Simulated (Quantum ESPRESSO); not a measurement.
## Ta6ZnMo (input and log of a self-consistent run)

A calculation, not a measurement. The program is pw.x of Quantum ESPRESSO 7.5 (plane-wave density functional theory). The cell is made up: eight metal atoms on a face-centred cubic lattice, with elements, volume, strain and displacements drawn at random and not relaxed, so it may be unstable or far from any real phase. PseudoDojo standard norm-conserving files set the functional (PBE unless stated); there is no spin polarisation or spin-orbit coupling, the Fermi-Dirac width of 0.25 eV means electrons at about 2900 K, and the masses in the input are unused placeholders. Heavy elements are run without spin-orbit coupling, which real alloys of them have. A spin test at this wide smearing found no moment, but such smearing suppresses magnetism that the real alloy may have.

Input:

```
&control calculation='scf', pseudo_dir='./dojo.nc.sr.pbe.v0_5.standard.upf', outdir='./o', disk_io='minimal', tprnfor=.true., tstress=.true. /
&system ibrav=0, nat=8, ntyp=3, nbnd=73, ecutwfc=84.00895049, nosym=.true., tot_charge=0,
 occupations='smearing', smearing='fd', degauss=0.0183746611
/
&electrons conv_thr=1.470e-08, electron_maxstep=70, mixing_beta=0.5 /
ATOMIC_SPECIES
Mo 1.0 Mo.upf
Ta 1.0 Ta.upf
Zn 1.0 Zn.upf
CELL_PARAMETERS angstrom
-4.1586 0.0 0.0
0.0 -4.1586 4.1586
0.0 6.2379 2.0793
ATOMIC_POSITIONS angstrom
Ta -0.0149 -0.1346 -0.1292
Ta 0.0962 2.0071 2.1121
Ta -0.2003 -2.1027 1.8622
Ta -0.0922 -0.0165 4.2174
Zn -2.2781 4.1964 2.2153
Ta -1.9151 0.0246 2.1248
Mo -2.1728 2.0531 4.4318
Ta -2.0242 -2.1812 4.1728
K_POINTS automatic
6 5 4 1 1 1
```

The log is shortened where brackets say so; the opening notice, blank lines, dates and the lines on written files are dropped, and the path of the files is cut. It prints rydbergs, bohrs and kilobars, and counts compression as positive stress. Its total energy is the free energy E - TS of the whole cell.

```
     Program PWSCF v.7.5
     Parallel version (MPI & OpenMP), running on       4 processor cores
     Number of MPI processes:                 4
     Threads/MPI process:                     1
     [start-up lines left out]
     bravais-lattice index     =            0
     lattice parameter (alat)  =       7.8586  a.u.
     unit-cell volume          =     970.6620 (a.u.)^3
     number of atoms/cell      =            8
     number of atomic types    =            3
     number of electrons       =       112.00
     number of Kohn-Sham states=           73
     kinetic-energy cutoff     =      84.0090  Ry
     charge density cutoff     =     336.0358  Ry
     scf convergence threshold =      1.5E-08
     mixing beta               =       0.5000
     number of iterations used =            8  plain     mixing
     Exchange-correlation= PBE
                           (   1   4   3   4   0   0   0)
     [axes and pseudopotential details left out]
   Cartesian axes
     site n.     atom                  positions (alat units)
         1        Ta     tau(   1) = (  -0.0035829  -0.0323667  -0.0310681  )
         2        Ta     tau(   2) = (   0.0231328   0.4826384   0.5078873  )
         3        Ta     tau(   3) = (  -0.0481652  -0.5056269   0.4477949  )
         4        Ta     tau(   4) = (  -0.0221709  -0.0039677   1.0141394  )
         5        Zn     tau(   5) = (  -0.5478045   1.0090896   0.5327033  )
         6        Ta     tau(   6) = (  -0.4605156   0.0059155   0.5109412  )
         7        Mo     tau(   7) = (  -0.5224835   0.4936998   1.0656952  )
         8        Ta     tau(   8) = (  -0.4867503  -0.5245034   1.0034146  )
     number of k points=    60  Fermi-Dirac smearing, width (Ry)=  0.0184
                       cart. coord. in units 2pi/alat
        k(    1) = (  -0.0833333   0.0375000   0.1375000), wk =   0.0333333
        k(    2) = (  -0.0833333   0.1625000   0.2625000), wk =   0.0333333
     [further k points left out]
     Dense  grid:   101033 G-vectors     FFT dimensions: (  45,  72,  75)
     Estimated max dynamical RAM per process >     401.76 MB
     Estimated total dynamical RAM >       1.50 GB
     Initial potential from superposition of free atoms
     starting charge     111.9929, renormalised to     112.0000
     Starting wfcs are   80 randomized atomic wfcs
     total cpu time spent up to now is        6.7 secs
     per-process dynamical memory:   326.6 Mb
     Self-consistent Calculation
     iteration #  1     ecut=    84.01 Ry     beta= 0.50
     Davidson diagonalization with overlap
     ethr =  1.00E-02,  avg # of iterations =  2.5
     Threshold (ethr) on eigenvalues was too large:
     Diagonalizing with lowered threshold
     Davidson diagonalization with overlap
     ethr =  8.76E-04,  avg # of iterations =  2.4
     total cpu time spent up to now is       38.4 secs
     total energy              =   -1339.28029707 Ry
     estimated scf accuracy    <       1.01758652 Ry
     iteration #  2     ecut=    84.01 Ry     beta= 0.50
     Davidson diagonalization with overlap
     ethr =  9.09E-04,  avg # of iterations =  4.9
     total cpu time spent up to now is       58.9 secs
     total energy              =   -1338.86685828 Ry
     estimated scf accuracy    <       8.62741974 Ry
     iteration #  3     ecut=    84.01 Ry     beta= 0.50
     Davidson diagonalization with overlap
     ethr =  9.09E-04,  avg # of iterations =  3.0
     total cpu time spent up to now is       75.9 secs
     total energy              =   -1339.68354788 Ry
     estimated scf accuracy    <       0.44104427 Ry
     iteration #  4     ecut=    84.01 Ry     beta= 0.50
     Davidson diagonalization with overlap
     ethr =  3.94E-04,  avg # of iterations =  2.0
     total cpu time spent up to now is       91.4 secs
     total energy              =   -1339.72347432 Ry
     estimated scf accuracy    <       0.15424917 Ry
     iteration #  5     ecut=    84.01 Ry     beta= 0.50
     Davidson diagonalization with overlap
     ethr =  1.38E-04,  avg # of iterations =  2.3
     total cpu time spent up to now is      106.3 secs
     total energy              =   -1339.74153934 Ry
     estimated scf accuracy    <       0.04345950 Ry
     [iterations 6 to 12 left out]
     iteration # 13     ecut=    84.01 Ry     beta= 0.50
     Davidson diagonalization with overlap
     ethr =  1.11E-08,  avg # of iterations =  2.0
     total cpu time spent up to now is      237.4 secs
     total energy              =   -1339.74852532 Ry
     estimated scf accuracy    <       0.00001022 Ry
     iteration # 14     ecut=    84.01 Ry     beta= 0.50
     Davidson diagonalization with overlap
     ethr =  9.12E-09,  avg # of iterations =  1.0
     total cpu time spent up to now is      251.0 secs
     total energy              =   -1339.74852615 Ry
     estimated scf accuracy    <       0.00000025 Ry
     iteration # 15     ecut=    84.01 Ry     beta= 0.50
     Davidson diagonalization with overlap
     ethr =  2.20E-10,  avg # of iterations =  4.4
     total cpu time spent up to now is      268.4 secs
     total energy              =   -1339.74852621 Ry
     estimated scf accuracy    <       0.00000023 Ry
     iteration # 16     ecut=    84.01 Ry     beta= 0.50
     Davidson diagonalization with overlap
     ethr =  2.07E-10,  avg # of iterations =  2.0
     total cpu time spent up to now is      283.1 secs
     total energy              =   -1339.74852623 Ry
     estimated scf accuracy    <       0.00000002 Ry
     iteration # 17     ecut=    84.01 Ry     beta= 0.50
     Davidson diagonalization with overlap
     ethr =  1.58E-11,  avg # of iterations =  4.0
     total cpu time spent up to now is      299.9 secs
     End of self-consistent calculation
     [lines on levels left out]
!    total energy              =   -1339.74852622 Ry
     estimated scf accuracy    <       0.00000001 Ry
     smearing contrib. (-TS)   =      -0.12688433 Ry
     internal energy E=F+TS    =   -1339.62164189 Ry
     The total energy is F=E-TS. E is the sum of the following terms:
     one-electron contribution =    -465.18103474 Ry
     hartree contribution      =     283.43892825 Ry
     xc contribution           =    -243.04089629 Ry
     ewald contribution        =    -914.83863911 Ry
     convergence has been achieved in  17 iterations
     Forces acting on atoms (cartesian axes, Ry/au):
     atom    1 type  2   force =    -0.00978582    0.05022701    0.04143087
     atom    2 type  2   force =    -0.01569870    0.01229309    0.00040369
     atom    3 type  2   force =     0.04651571   -0.01463215    0.07182092
     atom    4 type  2   force =     0.02556833   -0.05225265    0.01075540
     atom    5 type  3   force =     0.03319685   -0.03245134   -0.02745699
     atom    6 type  2   force =    -0.07302545   -0.02833762   -0.02273962
     atom    7 type  1   force =     0.01927162    0.01360267   -0.08484657
     atom    8 type  2   force =    -0.02604255    0.05155099    0.01063230
     Total force =     0.191140     Total SCF correction =     0.000647
     Computing stress (Cartesian axis) and pressure
          total   stress  (Ry/bohr**3)                   (kbar)     P=       28.35
   0.00012911  -0.00004155  -0.00004079           18.99       -6.11       -6.00
  -0.00004155   0.00028377   0.00002549           -6.11       41.74        3.75
  -0.00004079   0.00002549   0.00016529           -6.00        3.75       24.31
     init_run     :      6.17s CPU      6.42s WALL (       1 calls)
     electrons    :    287.26s CPU    293.18s WALL (       1 calls)
     forces       :      2.91s CPU      2.93s WALL (       1 calls)
     stress       :      9.73s CPU      9.97s WALL (       1 calls)
     [timing details left out]
     PWSCF        :   5m 6.38s CPU   5m12.89s WALL
     JOB DONE.
```

In other units: free energy -18228.207 eV for the cell, pressure 2.84 GPa, largest force component 2.181 eV/Å in size. The run took 315 s of wall time with four MPI processes on a shared machine (Intel Xeon, 2023 or later, virtual cores), so the time is rough. A rerun of this cell at a higher cutoff and on a denser mesh moved values by no more than 0.003 eV in energy, 0.02 GPa in stress and 0.004 eV/Å in force, and a second program with other atomic files agreed on that cell to 2 % rms in force and 0.5 GPa in pressure.